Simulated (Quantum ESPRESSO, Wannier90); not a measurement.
# CsSnBr$_{3}$ (cubic perovskite): Wannier90 run

```
begin unit_cell_cart
ang
    5.8390100000    0.0000000000    0.0000000000
    0.0000000000    5.8390100000    0.0000000000
    0.0000000000    0.0000000000    5.8390100000
end unit_cell_cart
begin atoms_frac
Cs   0.0000000000  0.0000000000  0.0000000000
Sn   0.5000000000  0.5000000000  0.5000000000
Br   0.5000000000  0.0000000000  0.5000000000
Br   0.0000000000  0.5000000000  0.5000000000
Br   0.5000000000  0.5000000000  0.0000000000
end atoms_frac
```

Structure: Materials Project mp-27214, symmetrised, not relaxed again. Not found in the COD (Crystallography Open Database) copy used; not checked further. Level: PBEsol, spinors with spin-orbit coupling; pw.x of Quantum ESPRESSO at 58 Ry with PseudoDojo potentials, 4×4×4 k-points, Wannier90. Density: 6×6×6 mesh, cold smearing 0.01 Ry. With spin-orbit coupling a semilocal functional can close or falsely invert a small gap; the band order was not checked against a better method. The gap is small at this level and was sampled on the meshes and a path alone.

A tight-binding model is made by disentanglement and projection with no localisation steps (num_iter = 0), so the 32 orbitals stay atom-like: hydrogen-like Cs: s; Sn: p; Br: s;p, axes along x, y, z; frozen window up to 1.58 eV relative to the valence-band maximum. It follows pw.x to 9.0 meV rms for states up to 1.1 eV relative to the valence-band maximum. Matrix elements depend on this choice of orbitals and windows. Bands 19–20 (Cs 5p 99 %), 21–26 (Cs 5p 66 %, Sn 5s 21 %, Br 4p 11 %) lie between the kept ones and are excluded.

**Question.** What are the on-site energies relative to the valence-band maximum, and how fast do the hoppings decay?

**Answer.** 
```
atom                 orbitals  energy (eV)
----  -----------------------  -----------
Cs1                     s↑ s↓         3.65
Sn2   pz↑ pz↓ px↑ px↓ py↑ py↓         1.13
Br3                     s↑ s↓       -15.15
Br3           pz↑ pz↓ px↑ px↓        -3.11
Br3                   py↑ py↓        -2.34
Br4                     s↑ s↓       -15.15
Br4           pz↑ pz↓ py↑ py↓        -3.11
Br4                   px↑ px↓        -2.34
Br5                     s↑ s↓       -15.15
Br5                   pz↑ pz↓        -2.34
Br5           px↑ px↓ py↑ py↓        -3.11
```

| distance of the centres (Å) | largest modulus (eV) |
|---|---|
| 2–3 | 1.9 |
| 4–5 | 0.32 |
| 5–6 | 0.35 |
| 6–7 | 0.029 |
| 7–8 | 0.013 |
| 8–9 | 0.083 |
| 9–10 | 0.023 |
| 10–11 | 0.0062 |

Effective spin-orbit constants λ of λ L·S, from the same-site elements px↑–py↑ (λ/2) and dx2-y2↑–dxy↑ (λ), where they are among the larger elements: Sn2 p 0.37 eV, Br5 p 0.31 eV, Br4 p 0.30 eV, Br3 p 0.30 eV.
